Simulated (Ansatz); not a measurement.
A relaxation computed with Ansatz, from input to last step.

```yaml
crystal:
  lattice:
    - [-6.3645662933, 6.3645662933, 2.5879066612]
    - [6.3645662933, -6.3645662933, 2.5879066612]
    - [6.3645662933, 6.3645662933, -2.5879066612]
  atoms:
    - { symbol: Si, position: [0.2076214659, 0.3821797589, 0.5898012248] }
    - { symbol: Si, position: [0.3821797589, 0.7923785341, 0.1745582929] }
    - { symbol: Si, position: [0.6178202411, 0.2076214659, 0.8254417071] }
    - { symbol: Si, position: [0.7923785341, 0.3821797589, 0.1745582929] }
    - { symbol: Si, position: [0.2076214659, 0.6178202411, 0.8254417071] }
    - { symbol: Si, position: [0.7923785341, 0.6178202411, 0.4101987752] }
    - { symbol: Si, position: [0.3821797589, 0.2076214659, 0.5898012248] }
    - { symbol: Si, position: [0.6178202411, 0.7923785341, 0.4101987752] }
    - { symbol: O, position: [0.8877149721, 0.1122850279, 0.5] }
    - { symbol: O, position: [0.1122850279, 0.6122850279, 0.2245700558] }
    - { symbol: O, position: [0.3877149721, 0.8877149721, 0.7754299442] }
    - { symbol: O, position: [0.6122850279, 0.3877149721, 0.5] }
    - { symbol: O, position: [0.1122850279, 0.8877149721, 0.5] }
    - { symbol: O, position: [0.8877149721, 0.3877149721, 0.7754299442] }
    - { symbol: O, position: [0.6122850279, 0.1122850279, 0.2245700558] }
    - { symbol: O, position: [0.3877149721, 0.6122850279, 0.5] }
    - { symbol: O, position: [0.2488026202, 0.5, 0.7488026202] }
    - { symbol: O, position: [0.5, 0.7511973798, 0.2511973798] }
    - { symbol: O, position: [0.5, 0.2488026202, 0.7488026202] }
    - { symbol: O, position: [0.7511973798, 0.5, 0.2511973798] }
    - { symbol: O, position: [0.3072587277, 0.3072587277, 0.6145174554] }
    - { symbol: O, position: [0.3072587277, 0.6927412723, 0.0] }
    - { symbol: O, position: [0.6927412723, 0.3072587277, 0.0] }
    - { symbol: O, position: [0.6927412723, 0.6927412723, 0.3854825446] }
basis:
  ecutwfc: 500
kpoints:
  mp_grid: { grid: [6, 6, 6] }
hamiltonian:
  xc: r2scan
scf:
  occupations: { method: gaussian, width: 0.02 }
output:
  forces: true
  stress: true
  eigenvalues: true
relax:
  adjacent_minimum: "off"
  f_tol: 0.01
  max_steps: 30
  cell: { stress_tol: 0.1, fix: [volume] }
```

```bash
ansatz run input.yaml --threads 4 --pin off --max-ram 10240MiB --backend cpu --events-out ev --progress --plain --runs-dir out
```

Level of theory: DFT r2SCAN, scalar-relativistic, plane waves, PAW in Ansatz.

The volume is held at 0.94 times that of the relaxed cell.

Of 7 frames 6 are shown, positions in Å and forces in eV/Å; the SCF threshold varies from step to step. Steps run on the plane waves of an earlier cell, with a Pulay correction in the pressure. The basis is chosen afresh for the last frame, the zero of the energies, and at times for earlier ones too; energy and pressure can step there, also at an unchanged geometry. Where two frames share a geometry here, they differ by under 2 meV/atom and 0.3 GPa.

```xyz
24
Lattice="-6.3646 6.3646 2.5879 6.3646 -6.3646 2.5879 6.3646 6.3646 -2.5879" Properties=species:S:1:pos:R:3:forces:R:3 pbc="T T T" step=1 free_energy_over_end_meV_per_atom=6.21 pressure_GPa=6.11
Si    4.8648    2.6428    0.0000    0.0554   -0.0108    0.0000
Si    3.7217   -1.4997    2.5879    0.0108    0.0554    0.0000
Si    2.6428    7.8643    0.0000   -0.0108   -0.0554    0.0000
Si   -1.4997    3.7217    2.5879    0.0554    0.0108    0.0000
Si    7.8643    2.6428    0.0000   -0.0554   -0.0108    0.0000
Si    1.4997    3.7217    2.5879   -0.0554    0.0108    0.0000
Si    2.6428    4.8648    0.0000   -0.0108    0.0554    0.0000
Si    3.7217    1.4997    2.5879    0.0108   -0.0554    0.0000
O    -1.7530    8.1176    1.2940    0.2406   -0.2406    0.0000
O     4.6116   -1.7530    1.2940    0.2406    0.2406    0.0000
O     8.1176    1.7530    1.2940   -0.2406   -0.2406    0.0000
O     1.7530    4.6116    1.2940   -0.2406    0.2406    0.0000
O     8.1176   -1.7530    1.2940   -0.2406    0.2406    0.0000
O     1.7530    8.1176    1.2940   -0.2406   -0.2406    0.0000
O    -1.7530    4.6116    1.2940    0.2406    0.2406    0.0000
O     4.6116    1.7530    1.2940    0.2406   -0.2406    0.0000
O     6.3646    3.1670    0.0000    0.0000    0.4174    0.0000
O     3.1975    0.0000    2.5879   -0.4174    0.0000    0.0000
O     3.1670    6.3646    0.0000    0.4174    0.0000    0.0000
O     0.0000    3.1975    2.5879    0.0000   -0.4174    0.0000
O     3.9111    3.9111    0.0000    0.1011    0.1011    0.0000
O     2.4534   -2.4534    2.5879   -0.1011    0.1011    0.0000
O    -2.4534    2.4534    2.5879    0.1011   -0.1011    0.0000
O     2.4534    2.4534    2.5879   -0.1011   -0.1011    0.0000
24
Lattice="-6.3618 6.3618 2.5902 6.3618 -6.3618 2.5902 6.3618 6.3618 -2.5902" Properties=species:S:1:pos:R:3:forces:R:3 pbc="T T T" step=2 free_energy_over_end_meV_per_atom=4.76 pressure_GPa=5.62
Si    4.8650    2.6392    0.0000   -0.0252   -0.0153    0.0000
Si    3.7226   -1.4968    2.5902    0.0153   -0.0252    0.0000
Si    2.6392    7.8585    0.0000   -0.0153    0.0252    0.0000
Si   -1.4968    3.7226    2.5902   -0.0252    0.0153    0.0000
Si    7.8585    2.6392    0.0000    0.0252   -0.0153    0.0000
Si    1.4968    3.7226    2.5902    0.0252    0.0153    0.0000
Si    2.6392    4.8650    0.0000   -0.0153   -0.0252    0.0000
Si    3.7226    1.4968    2.5902    0.0153    0.0252    0.0000
O    -1.7454    8.1072    1.2951    0.1929   -0.1929    0.0000
O     4.6163   -1.7454    1.2951    0.1929    0.1929    0.0000
O     8.1072    1.7454    1.2951   -0.1929   -0.1929    0.0000
O     1.7454    4.6163    1.2951   -0.1929    0.1929    0.0000
O     8.1072   -1.7454    1.2951   -0.1929    0.1929    0.0000
O     1.7454    8.1072    1.2951   -0.1929   -0.1929    0.0000
O    -1.7454    4.6163    1.2951    0.1929    0.1929    0.0000
O     4.6163    1.7454    1.2951    0.1929   -0.1929    0.0000
O     6.3618    3.1731    0.0000    0.0000    0.3851    0.0000
O     3.1887    0.0000    2.5902   -0.3851    0.0000    0.0000
O     3.1731    6.3618    0.0000    0.3851    0.0000    0.0000
O     0.0000    3.1887    2.5902    0.0000   -0.3851    0.0000
O     3.9078    3.9078    0.0000    0.0499    0.0499    0.0000
O     2.4539   -2.4539    2.5902   -0.0499    0.0499    0.0000
O    -2.4539    2.4539    2.5902    0.0499   -0.0499    0.0000
O     2.4539    2.4539    2.5902   -0.0499   -0.0499    0.0000
24
Lattice="-6.3548 6.3548 2.5958 6.3548 -6.3548 2.5958 6.3548 6.3548 -2.5958" Properties=species:S:1:pos:R:3:forces:R:3 pbc="T T T" step=3 free_energy_over_end_meV_per_atom=2.06 pressure_GPa=2.53
Si    4.8620    2.6235    0.0000    0.5162    0.1225    0.0000
Si    3.7314   -1.4928    2.5958   -0.1225    0.5162    0.0000
Si    2.6235    7.8476    0.0000    0.1225   -0.5162    0.0000
Si   -1.4928    3.7314    2.5958    0.5162   -0.1225    0.0000
Si    7.8476    2.6235    0.0000   -0.5162    0.1225    0.0000
Si    1.4928    3.7314    2.5958   -0.5162   -0.1225    0.0000
Si    2.6235    4.8620    0.0000    0.1225    0.5162    0.0000
Si    3.7314    1.4928    2.5958   -0.1225   -0.5162    0.0000
O    -1.7057    8.0606    1.2979   -0.0524    0.0524    0.0000
O     4.6491   -1.7057    1.2979   -0.0524   -0.0524    0.0000
O     8.0606    1.7057    1.2979    0.0524    0.0524    0.0000
O     1.7057    4.6491    1.2979    0.0524   -0.0524    0.0000
O     8.0606   -1.7057    1.2979    0.0524   -0.0524    0.0000
O     1.7057    8.0606    1.2979    0.0524    0.0524    0.0000
O    -1.7057    4.6491    1.2979   -0.0524   -0.0524    0.0000
O     4.6491    1.7057    1.2979   -0.0524    0.0524    0.0000
O     6.3548    3.2345    0.0000    0.0000   -0.3507    0.0000
O     3.1203    0.0000    2.5958    0.3507    0.0000    0.0000
O     3.2345    6.3548    0.0000   -0.3507    0.0000    0.0000
O     0.0000    3.1203    2.5958    0.0000    0.3507    0.0000
O     3.8833    3.8833    0.0000   -0.1973   -0.1973    0.0000
O     2.4716   -2.4716    2.5958    0.1973   -0.1973    0.0000
O    -2.4716    2.4716    2.5958   -0.1973    0.1973    0.0000
O     2.4716    2.4716    2.5958    0.1973    0.1973    0.0000
24
Lattice="-6.3449 6.3449 2.6040 6.3449 -6.3449 2.6040 6.3449 6.3449 -2.6040" Properties=species:S:1:pos:R:3:forces:R:3 pbc="T T T" step=4 free_energy_over_end_meV_per_atom=0.25 pressure_GPa=2.16
Si    4.8630    2.6067    0.0000   -0.1402   -0.0202    0.0000
Si    3.7382   -1.4819    2.6040    0.0202   -0.1402    0.0000
Si    2.6067    7.8268    0.0000   -0.0202    0.1402    0.0000
Si   -1.4819    3.7382    2.6040   -0.1402    0.0202    0.0000
Si    7.8268    2.6067    0.0000    0.1402   -0.0202    0.0000
Si    1.4819    3.7382    2.6040    0.1402    0.0202    0.0000
Si    2.6067    4.8630    0.0000   -0.0202   -0.1402    0.0000
Si    3.7382    1.4819    2.6040    0.0202    0.1402    0.0000
O    -1.6894    8.0343    1.3020    0.0177   -0.0177    0.0000
O     4.6555   -1.6894    1.3020    0.0177    0.0177    0.0000
O     8.0343    1.6894    1.3020   -0.0177   -0.0177    0.0000
O     1.6894    4.6555    1.3020   -0.0177    0.0177    0.0000
O     8.0343   -1.6894    1.3020   -0.0177    0.0177    0.0000
O     1.6894    8.0343    1.3020   -0.0177   -0.0177    0.0000
O    -1.6894    4.6555    1.3020    0.0177    0.0177    0.0000
O     4.6555    1.6894    1.3020    0.0177   -0.0177    0.0000
O     6.3449    3.2279    0.0000    0.0000   -0.0255    0.0000
O     3.1170    0.0000    2.6040    0.0255    0.0000    0.0000
O     3.2279    6.3449    0.0000   -0.0255    0.0000    0.0000
O     0.0000    3.1170    2.6040    0.0000    0.0255    0.0000
O     3.8164    3.8164    0.0000    0.0614    0.0614    0.0000
O     2.5285   -2.5285    2.6040   -0.0614    0.0614    0.0000
O    -2.5285    2.5285    2.6040    0.0614   -0.0614    0.0000
O     2.5285    2.5285    2.6040   -0.0614   -0.0614    0.0000
24
Lattice="-6.3370 6.3370 2.6105 6.3370 -6.3370 2.6105 6.3370 6.3370 -2.6105" Properties=species:S:1:pos:R:3:forces:R:3 pbc="T T T" step=5 free_energy_over_end_meV_per_atom=0.01 pressure_GPa=2.40
Si    4.8528    2.6007    0.0000    0.0122    0.0141    0.0000
Si    3.7363   -1.4842    2.6105   -0.0141    0.0122    0.0000
Si    2.6007    7.8211    0.0000    0.0141   -0.0122    0.0000
Si   -1.4842    3.7363    2.6105    0.0122   -0.0141    0.0000
Si    7.8211    2.6007    0.0000   -0.0122    0.0141    0.0000
Si    1.4842    3.7363    2.6105   -0.0122   -0.0141    0.0000
Si    2.6007    4.8528    0.0000    0.0141    0.0122    0.0000
Si    3.7363    1.4842    2.6105   -0.0141   -0.0122    0.0000
O    -1.6883    8.0253    1.3053    0.0022   -0.0022    0.0000
O     4.6486   -1.6883    1.3053    0.0022    0.0022    0.0000
O     8.0253    1.6883    1.3053   -0.0022   -0.0022    0.0000
O     1.6883    4.6486    1.3053   -0.0022    0.0022    0.0000
O     8.0253   -1.6883    1.3053   -0.0022    0.0022    0.0000
O     1.6883    8.0253    1.3053   -0.0022   -0.0022    0.0000
O    -1.6883    4.6486    1.3053    0.0022    0.0022    0.0000
O     4.6486    1.6883    1.3053    0.0022   -0.0022    0.0000
O     6.3370    3.2144    0.0000    0.0000    0.0002    0.0000
O     3.1226    0.0000    2.6105   -0.0002    0.0000    0.0000
O     3.2144    6.3370    0.0000    0.0002    0.0000    0.0000
O     0.0000    3.1226    2.6105    0.0000   -0.0002    0.0000
O     3.8216    3.8216    0.0000   -0.0008   -0.0008    0.0000
O     2.5153   -2.5153    2.6105    0.0008   -0.0008    0.0000
O    -2.5153    2.5153    2.6105   -0.0008    0.0008    0.0000
O     2.5153    2.5153    2.6105    0.0008    0.0008    0.0000
24
Lattice="-6.3400 6.3400 2.6080 6.3400 -6.3400 2.6080 6.3400 6.3400 -2.6080" Properties=species:S:1:pos:R:3:forces:R:3 pbc="T T T" step=7 free_energy_over_end_meV_per_atom=0.00 pressure_GPa=2.42
Si    4.8556    2.6037    0.0000    0.0002   -0.0019    0.0000
Si    3.7363   -1.4843    2.6080    0.0019    0.0002    0.0000
Si    2.6037    7.8243    0.0000   -0.0019   -0.0002    0.0000
Si   -1.4843    3.7363    2.6080    0.0002    0.0019    0.0000
Si    7.8243    2.6037    0.0000   -0.0002   -0.0019    0.0000
Si    1.4843    3.7363    2.6080   -0.0002    0.0019    0.0000
Si    2.6037    4.8556    0.0000   -0.0019    0.0002    0.0000
Si    3.7363    1.4843    2.6080    0.0019   -0.0002    0.0000
O    -1.6899    8.0299    1.3040   -0.0009    0.0009    0.0000
O     4.6500   -1.6899    1.3040   -0.0009   -0.0009    0.0000
O     8.0299    1.6899    1.3040    0.0009    0.0009    0.0000
O     1.6899    4.6500    1.3040    0.0009   -0.0009    0.0000
O     8.0299   -1.6899    1.3040    0.0009   -0.0009    0.0000
O     1.6899    8.0299    1.3040    0.0009    0.0009    0.0000
O    -1.6899    4.6500    1.3040   -0.0009   -0.0009    0.0000
O     4.6500    1.6899    1.3040   -0.0009    0.0009    0.0000
O     6.3400    3.2165    0.0000    0.0000    0.0016    0.0000
O     3.1235    0.0000    2.6080   -0.0016    0.0000    0.0000
O     3.2165    6.3400    0.0000    0.0016    0.0000    0.0000
O     0.0000    3.1235    2.6080    0.0000   -0.0016    0.0000
O     3.8255    3.8255    0.0000    0.0004    0.0004    0.0000
O     2.5145   -2.5145    2.6080   -0.0004    0.0004    0.0000
O    -2.5145    2.5145    2.6080    0.0004   -0.0004    0.0000
O     2.5145    2.5145    2.6080   -0.0004   -0.0004    0.0000
```

It took 100 s on 4 threads of AMD EPYC 9R45 96-Core Processor (Zen 5), on a shared host, peak memory 3.3 GiB.